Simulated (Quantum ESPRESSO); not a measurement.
```xyz
4
Lattice="1.8194 -5.3511 0.0000 1.8194 5.3511 0.0000 0.0000 0.0000 3.7873" Properties=species:S:1:pos:R:3 pbc="T T T"
Cl     1.8194    -3.8915     0.9468
Cl     1.8194     3.8915     2.8405
Ag     1.8194     1.0817     2.8405
Ag     1.8194    -1.0817     0.9468
```

The PBEsol cell relaxed from Materials Project entry mp-570858 was given an isotropic strain of -1.5 % on all lattice vectors, and the atoms were relaxed again.

Problem. What does PBEsol (Quantum ESPRESSO, PseudoDojo norm-conserving, 82 Ry, without SOC) give for the electronic structure near the Fermi level?

Solution. The PBEsol gap is indirect, 0.36 eV, from 89 % of the way from Γ to X to Γ; the smallest direct gap is 1.97 eV. Spin-orbit splittings are left out.

This is not the ordinary phase of the substance; no match was found in the copy of COD used, and its stability was not checked.

Letters of k points follow the standard setting of the lattice, whose axes may be ordered differently from the printed cell.
